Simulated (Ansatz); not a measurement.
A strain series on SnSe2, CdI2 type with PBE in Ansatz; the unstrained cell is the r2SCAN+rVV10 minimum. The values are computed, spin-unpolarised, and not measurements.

Input of the unstrained run:
```yaml
crystal:
  lattice:
    - [3.8251493298, 0.0, 0.0]
    - [-1.9125746649, 3.3126764929, 0.0]
    - [0.0, 0.0, 6.2270790644]
  atoms:
    - { symbol: Sn, position: [0.0, 0.0, 0.0] }
    - { symbol: Se, position: [0.3333333333, 0.6666666667, 0.2530782229] }
    - { symbol: Se, position: [0.6666666667, 0.3333333333, 0.7469217771] }
kpoints:
  mp_grid: { grid: [12, 12, 4] }
  band_path:
    path:
      - [0.0, 0.0, 0.0]
      - [0.5, 0.0, 0.0]
      - [0.3333333333, 0.3333333333, 0.0]
      - [0.0, 0.0, 0.5]
      - [0.5, 0.0, 0.5]
      - [0.3333333333, 0.3333333333, 0.5]
      - [-0.088542, 0.171875, 0.0]
      - [0.0, 0.458333, 0.34375]
    npoints: 1
hamiltonian:
  xc: pbe
scf:
  occupations: { method: fermi_dirac, width: 0.02 }
  n_extra_bands: 4
output:
  forces: true
  stress: true
  eigenvalues: true
```

Its main results, and the levels near the gap at the points of the path (eV from the Fermi energy, bands numbered from 0, names kept under strain):
```
Crystal: 3 atoms, lattice volume = 78.906 Å³
Basis set: ecut = 420 eV, 1545 PW (Γ)
Symmetry: 12 space group operations
Space group: P-3m1 (ITA 164)
k-points: 69 of 576
Free energy (F): -16963.348954 eV
Fermi energy:    8.165848 eV
--- Forces (eV/Å), atoms counted from 1 ---
  atom   1  Sn      0.00000      0.00000      0.00000
  atom   2  Se      0.00000      0.00000      0.26085
  atom   3  Se      0.00000      0.00000    -0.26085
--- Stress (GPa, compression-positive) ---
        2.836035       0.000000       0.000000
        0.000000       2.836035       0.000000
        0.000000       0.000000       3.004236
  P = ⅓ Tr σ = 2.8921 GPa (28.921 kbar)
```
```tsv
point	band_20	band_21	band_22	band_23	band_24	band_25
Γ	-0.667	-0.667	-0.492	0.640	2.704	4.286
M	-2.837	-1.623	-0.639	0.784	3.388	4.957
K	-3.596	-1.911	-1.911	0.874	5.966	5.966
A	-1.033	-0.509	-0.509	2.076	2.615	4.028
L	-2.363	-1.200	-1.031	0.369	3.803	4.363
H	-3.966	-0.773	-0.773	1.955	4.162	4.162
(-0.089,0.172,0)	-0.994	-0.824	-0.370	1.817	3.703	3.821
(0,0.458,0.344)	-2.574	-1.234	-0.940	0.259	3.839	4.897
```

Isotropic -4.0 % on every length. The input changes in these blocks:
```yaml
crystal:
  lattice:
    - [3.6721433567, 0.0, 0.0]
    - [-1.8360716783, 3.1801694332, 0.0]
    - [0.0, 0.0, 5.9779959018]
  atoms:
    - { symbol: Sn, position: [0.0, 0.0, 0.0] }
    - { symbol: Se, position: [0.3333333333, 0.6666666667, 0.2691440203] }
    - { symbol: Se, position: [0.6666666667, 0.3333333333, 0.7308559797] }
kpoints:
  mp_grid: { grid: [12, 12, 4] }
  band_path:
    path:
      - [0.0, 0.0, 0.0]
      - [0.5, 0.0, 0.0]
      - [0.3333333333, 0.3333333333, 0.0]
      - [0.0, 0.0, 0.5]
      - [0.5, 0.0, 0.5]
      - [0.3333333333, 0.3333333333, 0.5]
      - [0.0, 0.132812, -0.161458]
      - [0.0, 0.442708, 0.354167]
    npoints: 1
```

```
Crystal: 3 atoms, lattice volume = 69.811 Å³
Basis set: ecut = 420 eV, 1363 PW (Γ)
Symmetry: 12 space group operations
Space group: P-3m1 (ITA 164)
k-points: 69 of 576
Free energy (F): -16963.072631 eV
Fermi energy:    10.114791 eV
--- Forces (eV/Å), atoms counted from 1 ---
  atom   1  Sn      0.00000      0.00000      0.00000
  atom   2  Se      0.00000      0.00000      0.33582
  atom   3  Se      0.00000      0.00000    -0.33582
--- Stress (GPa, compression-positive) ---
       10.838058       0.000000       0.000000
        0.000000      10.838058       0.000000
        0.000000       0.000000       7.164855
  P = ⅓ Tr σ = 9.6137 GPa (96.137 kbar)
```
```tsv
point	band_20	band_21	band_22	band_23	band_24	band_25
Γ	-0.650	-0.650	-0.608	1.013	3.029	4.607
M	-3.017	-2.352	-0.618	1.049	3.327	4.509
K	-4.012	-2.633	-2.633	0.379	6.004	6.004
A	-1.011	-0.358	-0.358	2.856	2.958	4.201
L	-2.651	-1.554	-1.298	0.290	3.297	4.247
H	-4.617	-0.878	-0.878	2.102	3.669	3.669
(0,0.133,-0.161)	-1.574	-0.574	-0.271	2.422	3.543	4.509
(0,0.443,0.354)	-2.727	-1.676	-1.151	0.085	3.810	4.618
```

PBE: the gap goes from 0.629 to 0.356 eV (-0.273 eV); the edges go from (-0.089, 0.172, 0) → (0, 0.458, 0.344) to (0, 0.133, -0.161) → (0, 0.443, 0.354).

Another run changes these blocks:
```yaml
crystal:
  lattice:
    - [3.7103948499, 0.0, 0.0]
    - [-1.855197425, 3.2132961981, 0.0]
    - [0.0, 0.0, 6.0402666924]
  atoms:
    - { symbol: Sn, position: [0.0, 0.0, 0.0] }
    - { symbol: Se, position: [0.3333333333, 0.6666666667, 0.2651301888] }
    - { symbol: Se, position: [0.6666666667, 0.3333333333, 0.7348698112] }
kpoints:
  mp_grid: { grid: [12, 12, 4] }
  band_path:
    path:
      - [0.0, 0.0, 0.0]
      - [0.5, 0.0, 0.0]
      - [0.3333333333, 0.3333333333, 0.0]
      - [0.0, 0.0, 0.5]
      - [0.5, 0.0, 0.5]
      - [0.3333333333, 0.3333333333, 0.5]
      - [0.0, 0.138021, -0.15625]
      - [0.0, 0.447917, 0.354167]
    npoints: 1
```

```
Crystal: 3 atoms, lattice volume = 72.016 Å³
Basis set: ecut = 420 eV, 1389 PW (Γ)
Symmetry: 12 space group operations
Space group: P-3m1 (ITA 164)
k-points: 69 of 576
Free energy (F): -16963.174706 eV
Fermi energy:    9.590506 eV
--- Forces (eV/Å), atoms counted from 1 ---
  atom   1  Sn      0.00000      0.00000      0.00000
  atom   2  Se      0.00000      0.00000      0.31625
  atom   3  Se      0.00000      0.00000    -0.31625
--- Stress (GPa, compression-positive) ---
        8.456549       0.000000       0.000000
        0.000000       8.456549       0.000000
        0.000000       0.000000       5.781281
  P = ⅓ Tr σ = 7.5648 GPa (75.648 kbar)
```
```tsv
point	band_20	band_21	band_22	band_23	band_24	band_25
Γ	-0.643	-0.643	-0.581	0.917	2.954	4.526
M	-2.957	-2.146	-0.621	0.979	3.351	4.649
K	-3.898	-2.429	-2.429	0.526	6.001	6.001
A	-1.007	-0.392	-0.392	2.655	2.873	4.163
L	-2.575	-1.454	-1.214	0.313	3.462	4.265
H	-4.433	-0.851	-0.851	2.067	3.805	3.805
(0,0.138,-0.156)	-1.586	-0.558	-0.297	2.308	3.477	4.470
(0,0.448,0.354)	-2.708	-1.544	-1.089	0.140	3.833	4.660
```

Question: Which strain is this, and what did it do?

Answer: Isotropic -3.0 % on every length, atoms relaxed again. PBE: the gap goes from 0.629 to 0.437 eV (-0.192 eV); the edges go from (-0.089, 0.172, 0) → (0, 0.458, 0.344) to (0, 0.138, -0.156) → (0, 0.448, 0.354).

Another run changes these blocks:
```yaml
crystal:
  lattice:
    - [3.7486463432, 0.0, 0.0]
    - [-1.8743231716, 3.2464229631, 0.0]
    - [0.0, 0.0, 6.1025374831]
  atoms:
    - { symbol: Sn, position: [0.0, 0.0, 0.0] }
    - { symbol: Se, position: [0.3333333333, 0.6666666667, 0.2611725953] }
    - { symbol: Se, position: [0.6666666667, 0.3333333333, 0.7388274047] }
kpoints:
  mp_grid: { grid: [12, 12, 4] }
  band_path:
    path:
      - [0.0, 0.0, 0.0]
      - [0.5, 0.0, 0.0]
      - [0.3333333333, 0.3333333333, 0.0]
      - [0.0, 0.0, 0.5]
      - [0.5, 0.0, 0.5]
      - [0.3333333333, 0.3333333333, 0.5]
      - [0.0, 0.143229, -0.148438]
      - [0.0, 0.450521, 0.351562]
    npoints: 1
```

```
Crystal: 3 atoms, lattice volume = 74.266 Å³
Basis set: ecut = 420 eV, 1449 PW (Γ)
Symmetry: 12 space group operations
Space group: P-3m1 (ITA 164)
k-points: 69 of 576
Free energy (F): -16963.253378 eV
Fermi energy:    9.090843 eV
--- Forces (eV/Å), atoms counted from 1 ---
  atom   1  Sn      0.00000      0.00000      0.00000
  atom   2  Se      0.00000      0.00000      0.29309
  atom   3  Se      0.00000      0.00000    -0.29309
--- Stress (GPa, compression-positive) ---
        6.338152       0.000000       0.000000
        0.000000       6.338152       0.000000
        0.000000       0.000000       4.631826
  P = ⅓ Tr σ = 5.7694 GPa (57.694 kbar)
```
```tsv
point	band_20	band_21	band_22	band_23	band_24	band_25
Γ	-0.643	-0.643	-0.552	0.824	2.876	4.447
M	-2.906	-1.957	-0.624	0.913	3.369	4.778
K	-3.788	-2.242	-2.242	0.656	5.993	5.993
A	-1.008	-0.427	-0.427	2.460	2.790	4.122
L	-2.500	-1.361	-1.142	0.334	3.605	4.286
H	-4.263	-0.823	-0.823	2.031	3.932	3.932
(0,0.143,-0.148)	-1.604	-0.536	-0.324	2.192	3.409	4.429
(0,0.451,0.352)	-2.691	-1.434	-1.030	0.187	3.851	4.738
```

Question: Which strain is this, and what did it do?

Answer: Isotropic -2.0 % on every length, atoms relaxed again. PBE: the gap goes from 0.629 to 0.511 eV (-0.118 eV); the edges go from (-0.089, 0.172, 0) → (0, 0.458, 0.344) to (0, 0.143, -0.148) → (0, 0.451, 0.352).

Isotropic -1.0 % on every length. The input changes in these blocks:
```yaml
crystal:
  lattice:
    - [3.7868978365, 0.0, 0.0]
    - [-1.8934489183, 3.279549728, 0.0]
    - [0.0, 0.0, 6.1648082737]
  atoms:
    - { symbol: Sn, position: [0.0, 0.0, 0.0] }
    - { symbol: Se, position: [0.3333333333, 0.6666666667, 0.2571722281] }
    - { symbol: Se, position: [0.6666666667, 0.3333333333, 0.7428277719] }
kpoints:
  mp_grid: { grid: [12, 12, 4] }
  band_path:
    path:
      - [0.0, 0.0, 0.0]
      - [0.5, 0.0, 0.0]
      - [0.3333333333, 0.3333333333, 0.0]
      - [0.0, 0.0, 0.5]
      - [0.5, 0.0, 0.5]
      - [0.3333333333, 0.3333333333, 0.5]
      - [0.0, 0.148437, -0.143229]
      - [0.0, 0.453125, 0.346354]
    npoints: 1
```

```
Crystal: 3 atoms, lattice volume = 76.563 Å³
Basis set: ecut = 420 eV, 1509 PW (Γ)
Symmetry: 12 space group operations
Space group: P-3m1 (ITA 164)
k-points: 69 of 576
Free energy (F): -16963.310765 eV
Fermi energy:    8.615938 eV
--- Forces (eV/Å), atoms counted from 1 ---
  atom   1  Sn      0.00000      0.00000      0.00000
  atom   2  Se      0.00000      0.00000      0.27356
  atom   3  Se      0.00000      0.00000    -0.27356
--- Stress (GPa, compression-positive) ---
        4.470799       0.000000       0.000000
        0.000000       4.470799       0.000000
        0.000000       0.000000       3.712570
  P = ⅓ Tr σ = 4.2181 GPa (42.181 kbar)
```
```tsv
point	band_20	band_21	band_22	band_23	band_24	band_25
Γ	-0.651	-0.651	-0.522	0.732	2.793	4.368
M	-2.865	-1.782	-0.629	0.848	3.381	4.899
K	-3.688	-2.069	-2.069	0.772	5.981	5.981
A	-1.016	-0.465	-0.465	2.267	2.704	4.078
L	-2.429	-1.276	-1.081	0.353	3.721	4.316
H	-4.107	-0.796	-0.796	1.994	4.051	4.051
(0,0.148,-0.143)	-1.628	-0.521	-0.353	2.081	3.340	4.393
(0,0.453,0.346)	-2.652	-1.334	-0.978	0.226	3.852	4.833
```

PBE: the gap goes from 0.629 to 0.580 eV (-0.049 eV); the edges go from (-0.089, 0.172, 0) → (0, 0.458, 0.344) to (0, 0.148, -0.143) → (0, 0.453, 0.346).

No spin-orbit coupling is included; it can move band edges with weight on the heavy atoms by tenths of an eV.
